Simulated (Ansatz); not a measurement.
With the program Ansatz at the PBE level (PAW), Ni in the diamond structure (Fd-3m) relaxes to a = 5.099 Å. Ni has 4 nearest neighbours from 2.21 Å (tetrahedral).

Electronic character: metallic (no gap). The magnetic state found is ferromagnetic. The net moment is 0.81 μB per atom.

The bulk modulus is 90.9 GPa.

The start of the workflow was typed in or built on a structure type; neither database checked (COD, Materials Project) lists it. It is not the phase usual at ambient conditions (space group No. 225). The PBE relaxation kept the symmetry of its start; its stability against distortions is not shown here. Spin order of the final state: ferromagnetic, chosen from 4 collinear starts compared on coarse meshes (ties went to the first, and starts can fall back to one state), not a proven ground state.

Potentials: the later of the program's two PAW sets.
